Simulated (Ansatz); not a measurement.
## Stability checks on a candidate for Be3ZnSe4

It was reached by relaxing an invented guess, and it needn't be the stable form of this composition.

All numbers below come from Ansatz, DFT PBE, scalar-relativistic, plane waves, PAW. Plane waves to 420 eV, a 6×6×2 mesh through Γ for the 8-atom cell and 0.02 eV Gaussian smearing; no spin polarisation.

```
CELL_PARAMETERS angstrom
3.74725 0.00000 0.00000
-1.87363 3.24522 0.00000
0.00000 0.00000 12.41168
ATOMIC_POSITIONS crystal
Be 0.66667 0.33333 0.01254
Be 0.66667 0.33333 0.49281
Be 0.00000 0.00000 0.25312
Zn 0.00000 0.00000 0.75621
Se 0.66667 0.33333 0.19393
Se 0.66667 0.33333 0.67293
Se 0.00000 0.00000 0.43433
Se 0.00000 0.00000 0.95414
```

Formation energies are uncorrected and refer to the elements' standard structures at the same level.

Question: These tests were run: energy against the elements; random kick, then relaxation without symmetry; phonons on a 2×2×1 q mesh; elastic tensor. What do they show?

Answer:

| test | result |
| --- | --- |
| energy against the elements | −0.733 eV/atom |
| random kick, then relaxation without symmetry | returns |
| phonons on a 2×2×1 q mesh | no imaginary mode on the mesh |
| elastic tensor | least eigenvalue 36 GPa |

It fails none of these tests. Whether a mixture of other phases lies lower isn't tested here.

The reference form of Se is held partly by dispersion forces, which this level lacks. The kick test ran on a coarse mesh. The run for the phonons used a 6×6×2 k mesh. The run for the elastic tensor used a 6×6×2 k mesh.
